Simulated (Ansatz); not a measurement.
**Property card for AlB2W2**

AlB2W2:
```yaml
crystal:
  lattice:
    - [1.53547, -5.75381, 0.00000]
    - [1.53547, 5.75381, 0.00000]
    - [0.00000, 0.00000, 3.11431]
  atoms:
    - { symbol: Al, position: [0.00000, 0.00000, 0.00000] }
    - { symbol: W, position: [0.35651, 0.64349, 0.50000] }
    - { symbol: W, position: [0.64349, 0.35651, 0.50000] }
    - { symbol: B, position: [0.20560, 0.79440, 0.00000] }
    - { symbol: B, position: [0.79440, 0.20560, 0.00000] }
```

Space group Cmmm (No. 65); conventional cell a = 3.071 Å, b = 11.508 Å, c = 3.114 Å, α = β = γ = 90.00°.

Method: DFT-PBEsol in the program Ansatz with PAW potentials. Structure relaxed to zero pressure with the same functional. Other levels are named where they apply.

### Cell and energy

```yaml
volume_per_atom: 11.01 Å³
density: 12.56 g/cm³
Formation energy from the elements (no fitted shifts): -0.32 eV/atom
```

### Electronic structure

```yaml
electronic_character: metallic (no gap)
Density of states at the Fermi level: 0.34 states/eV per atom (mean over ±0.08 eV)
```

### Mechanics

```yaml
Bulk modulus (Birch–Murnaghan fit): 264 GPa
Pressure derivative B′: 4.5
```

### Phonons

```yaml
highest_zone_centre_frequency: 736 cm⁻¹
zone_centre_stability: no imaginary mode at Γ
```

The start of the workflow was typed in or built on a structure type; neither database checked (COD, Materials Project) lists it. Whether it is the stable phase at ambient conditions was not checked. The PBEsol relaxation kept the symmetry of its start. The run is not spin-polarised. As this level gives no gap, phonon frequencies hold no LO–TO term and depend on the k-mesh and smearing (Fermi–Dirac, 0.1 eV here). The references are the lowest solids computed at this level, not always the standard phases. Scalar-relativistic: spin–orbit coupling is off unless named, which matters more the heavier the elements.

Potentials: the later of the program's two PAW sets.
